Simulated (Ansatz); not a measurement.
Values for one crystal, relaxed and computed with r²SCAN in the plane-wave PAW code Ansatz; other levels are named.

- Volume per atom = 21.19 Å³
- Band gap = 6.35 eV (indirect)
- Valence-band maximum = off the standard path, at k = (0.000, 0.240, -0.260) in fractions of the reciprocal vectors
- Conduction-band minimum = at Γ
- Hole effective mass with spin–orbit coupling = 1.9 mₑ (isotropic)
- Electron effective mass with spin–orbit coupling = 0.50 mₑ (isotropic)
- Smallest direct gap on the standard path = 6.59 eV

Task: Which compound is it?
A) HfMnF6, Fm-3m (Hf on 4b, Mn on 4a, F on 24e)
B) Rb2NaScF6, Fm-3m (Rb on 8c, Na on 4b, Sc on 4a, F on 24e)
C) RbPrSe2, R-3m (Rb on 3a, Pr on 3b, Se on 6c)
D) Cs2RbInF6, Fm-3m (Cs on 8c, Rb on 4b, In on 4a, F on 24e)

Result: D, Cs2RbInF6, Fm-3m (Cs on 8c, Rb on 4b, In on 4a, F on 24e)

The workflow started from a Materials Project entry (that database holds measured and hypothetical structures alike); the Crystallography Open Database copy checked does not list it. Whether it is the stable phase at ambient conditions was not checked. Symmetry was held in the r²SCAN relaxation; its stability against distortions is not shown here. Spin–orbit coupling is left out wherever it is not named.

Potentials: the later of the program's two PAW sets.
